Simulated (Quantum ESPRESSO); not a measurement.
## Band energies of SrO at +2 % isotropic strain

```
SrO
1.0
    0.00000     2.61064     2.61064
    2.61064     0.00000     2.61064
    2.61064     2.61064     0.00000
O Sr
1 1
Direct
  0.00000   0.00000   0.00000
  0.50000   0.50000   0.50000
```

norm-conserving PBEsol (Quantum ESPRESSO, 84 Ry, no spin-orbit coupling); path ΓXWKΓLUWLK,UX; energies in eV from the valence-band maximum.

| k (1/Å) | point | band 4 | band 5 | band 6 | band 7 | band 8 | band 9 | band 10 | band 11 |
|---|---|---|---|---|---|---|---|---|---|
| 0.00 | Γ | -14.04 | -14.04 | 0.00 | 0.00 | 0.00 | 3.54 | 6.12 | 6.12 |
| 0.33 |  | -14.10 | -13.60 | -0.81 | -0.08 | -0.08 | 4.41 | 5.34 | 6.85 |
| 0.66 |  | -14.23 | -13.55 | -1.28 | -0.15 | -0.15 | 4.14 | 5.78 | 8.61 |
| 0.98 |  | -14.34 | -14.26 | -0.73 | -0.12 | -0.12 | 3.38 | 7.10 | 9.77 |
| 1.20 | X | -14.36 | -14.36 | -0.49 | -0.11 | -0.11 | 3.23 | 7.47 | 9.77 |
| 1.32 |  | -14.38 | -14.20 | -0.49 | -0.21 | -0.14 | 3.37 | 7.57 | 9.30 |
| 1.68 |  | -14.55 | -13.51 | -0.98 | -0.50 | -0.41 | 5.03 | 6.71 | 8.25 |
| 1.81 | W | -14.64 | -13.45 | -1.06 | -0.47 | -0.47 | 5.84 | 5.84 | 8.32 |
| 2.09 |  | -14.36 | -13.55 | -0.97 | -0.51 | -0.51 | 4.81 | 7.27 | 8.37 |
| 2.23 | K | -14.28 | -13.59 | -0.93 | -0.54 | -0.51 | 4.67 | 7.61 | 8.40 |
| 2.44 |  | -14.19 | -13.27 | -1.42 | -0.83 | -0.50 | 5.92 | 6.65 | 8.63 |
| 2.76 |  | -14.09 | -13.13 | -1.60 | -0.91 | -0.38 | 5.77 | 6.42 | 7.66 |
| 3.08 |  | -14.04 | -13.42 | -0.99 | -0.51 | -0.16 | 5.01 | 5.65 | 6.64 |
| 3.40 |  | -14.04 | -13.96 | -0.10 | -0.04 | -0.01 | 3.67 | 6.06 | 6.15 |
| 3.51 | Γ | -14.04 | -14.04 | 0.00 | 0.00 | 0.00 | 3.54 | 6.12 | 6.12 |
| 3.72 |  | -14.05 | -13.80 | -0.31 | -0.12 | -0.12 | 4.00 | 5.99 | 6.30 |
| 4.03 |  | -14.08 | -13.26 | -1.25 | -0.57 | -0.57 | 5.67 | 5.90 | 7.20 |
| 4.34 |  | -14.11 | -12.93 | -1.96 | -0.95 | -0.95 | 6.18 | 7.45 | 8.32 |
| 4.55 | L | -14.11 | -12.86 | -2.11 | -1.04 | -1.04 | 6.33 | 7.90 | 8.63 |
| 4.65 |  | -14.12 | -12.89 | -2.06 | -1.02 | -1.02 | 6.32 | 7.67 | 8.66 |
| 4.97 |  | -14.19 | -13.20 | -1.53 | -0.83 | -0.74 | 5.86 | 6.91 | 8.98 |
| 5.29 | U | -14.28 | -13.59 | -0.93 | -0.54 | -0.51 | 4.67 | 7.61 | 8.40 |
| 5.61 |  | -14.55 | -13.46 | -1.04 | -0.49 | -0.46 | 5.36 | 6.39 | 8.32 |
| 5.71 | W | -14.64 | -13.45 | -1.06 | -0.47 | -0.47 | 5.84 | 5.84 | 8.32 |
| 5.88 |  | -14.51 | -13.41 | -1.14 | -0.54 | -0.52 | 5.91 | 5.94 | 8.45 |
| 6.14 |  | -14.24 | -13.19 | -1.53 | -0.81 | -0.75 | 6.16 | 6.48 | 8.94 |
| 6.39 |  | -14.13 | -12.93 | -1.99 | -1.00 | -0.98 | 6.31 | 7.42 | 8.71 |
| 6.56 | L | -14.11 | -12.86 | -2.11 | -1.04 | -1.04 | 6.33 | 7.90 | 8.63 |
| 6.64 |  | -14.12 | -12.88 | -2.08 | -1.03 | -1.03 | 6.32 | 7.75 | 8.65 |
| 6.89 |  | -14.16 | -13.09 | -1.72 | -0.91 | -0.85 | 6.14 | 6.94 | 8.90 |
| 7.14 |  | -14.23 | -13.40 | -1.22 | -0.69 | -0.59 | 5.27 | 7.14 | 8.70 |
| 7.30 | K | -14.28 | -13.59 | -0.93 | -0.54 | -0.51 | 4.67 | 7.61 | 8.40 |
| 7.30 | U | -14.28 | -13.59 | -0.93 | -0.54 | -0.51 | 4.67 | 7.61 | 8.40 |
| 7.72 | X | -14.36 | -14.36 | -0.49 | -0.11 | -0.11 | 3.23 | 7.47 | 9.77 |

The PBEsol gap is indirect, 3.23 eV, from Γ to X; the smallest direct gap is 3.34 eV.

Geometry strained from the cell relaxed with PBEsol, atoms relaxed again.
